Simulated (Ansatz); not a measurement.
## Computed properties of Al2Au

```xyz
3
Lattice="0.0000 3.0000 3.0000 3.0000 0.0000 3.0000 3.0000 3.0000 0.0000" Properties=species:S:1:pos:R:3 pbc="T T T"
Al    1.5000    1.5000    1.5000
Al    4.5000    4.5000    4.5000
Au    0.0000    0.0000    0.0000
```

Atoms are numbered in the order listed.

The conventional cell has a = 6.000 Å, b = 6.000 Å, c = 6.000 Å, α = 90.00°, β = 90.00°, γ = 90.00°. Around Al (atom 1) lie 4 Au at 2.60 Å. Au (atom 3) is surrounded by 8 Al at 2.60 Å.

The geometry is COD entry 9008999, unchecked; take it as a test cell.

No spin–orbit coupling, which matters for the heavy atoms here.

Levels of theory: DFT, LDA, all-electron LAPW, scalar-relativistic (Ansatz 0.2.0); DFT, LDA, PAW with Ansatz's default frozen-core files, scalar-relativistic (Ansatz 0.2.0).

For LAPW: a Γ-centred 11×11×11 k mesh, Fermi–Dirac smearing of 0.05 eV, basis error target 0.5 meV/atom, no spin polarisation. PAW takes a cutoff of 420 eV at this cell (files made with PBE, cores remade for this functional). The Ansatz runs share mesh, smearing and spin set-up. Values come from LAPW unless marked.

```json
{
 "Pressure at this cell": "-2.52 GPa",
 "Density of states at the Fermi level (0.2 eV bin)": "0.96 states/eV per cell",
 "Löwdin charges (with 0.21 e of the cell spilling out of the atomic basis, so their sizes and signs hang on that basis)": "Al1 -0.26, Au3 0.73 e",
 "Volume per atom": "121.5 bohr³"
}
```

(1) Give the computed value. Band gap.

(2) Give the computed value. Bader charges (from the PAW run).

Results:

(1) none: with an odd electron count and no spin polarisation the bands can't all be full, a metal in this set-up (in compounds, spin order or a distortion in a larger cell can open a gap).

(2) Al1 +1.67, Au3 -3.34 e.
